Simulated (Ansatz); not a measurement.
# EuHg2 (P6/mmm): majority and minority states

```
Eu Hg
1.0
     4.97000    0.00000    0.00000
    -2.48500    4.30415    0.00000
     0.00000    0.00000    3.70500
Eu Hg
1 2
Direct
  0.00000 0.00000 0.00000
  0.33333 0.66667 0.50000
  0.66667 0.33333 0.50000
```

The source of the geometry is a structure as deposited in COD; atoms and cell stay fixed.

Settings: LDA, 6×6×7 k mesh, Fermi–Dirac smearing of 0.05 eV. LAPW is all-electron LAPW in Ansatz 0.2.0. Site moments are integrated in spheres about the atoms. Start moments (μB): Eu1 7. DFT+U (Dudarev's form): U = 4.0 eV on Eu f.

Question: Give the density of states by spin, smoothed by a Gaussian of 0.15 eV.

Answer: 
```csv
E − E_F (eV),majority (states/eV/cell),minority (states/eV/cell)
-7.00,5.18,5.19
-6.75,6.31,6.44
-6.50,4.72,4.92
-6.25,2.09,2.20
-6.00,0.80,0.81
-5.75,0.53,0.43
-5.50,0.63,0.56
-5.25,0.60,0.64
-5.00,0.53,0.57
-4.75,0.48,0.49
-4.50,0.42,0.42
-4.25,0.37,0.38
-4.00,0.38,0.36
-3.75,0.40,0.36
-3.50,0.40,0.37
-3.25,0.34,0.37
-3.00,0.30,0.31
-2.75,0.29,0.26
-2.50,0.37,0.24
-2.25,0.41,0.27
-2.00,0.64,0.32
-1.75,4.88,0.24
-1.50,15.71,0.21
-1.25,6.63,0.27
-1.00,1.15,0.45
-0.75,1.09,0.71
-0.50,0.99,0.92
-0.25,1.06,0.87
0.00,0.78,0.90
0.25,0.74,0.68
0.50,1.05,0.65
0.75,1.18,0.76
1.00,0.91,0.83
1.25,0.71,0.89
1.50,0.65,0.84
1.75,0.63,0.73
2.00,0.49,0.74
2.25,0.61,0.62
2.50,1.03,0.44
2.75,1.56,0.59
3.00,1.85,0.93
3.25,1.98,1.36
3.50,1.36,1.67
3.75,1.04,1.62
4.00,1.40,1.37
4.25,1.30,1.10
4.50,0.76,1.48
```
Site moments (μB): Eu1 6.97, Hg2 0.02, Hg3 0.02. Cell moment 7.26 μB.

Löwdin populations of d and f shells (filled inner shells left out):

| shell | up | down |
| --- | --- | --- |
| Eu1 5d | 1.16 | 0.93 |
| Eu1 4f | 6.96 | 0.01 |
| Hg2 5d | 4.95 | 4.95 |
| Hg3 5d | 4.95 | 4.95 |

Further occupied bands lie below the window, the nearest with its top at -7.1 eV.

Spin–orbit coupling is left out although heavy atoms are present. With open f shells a run can end in a state that isn't the lowest. The magnetic state is the one that this cell and start allow. It needn't be the compound's measured order, which may need a larger cell or be absent.
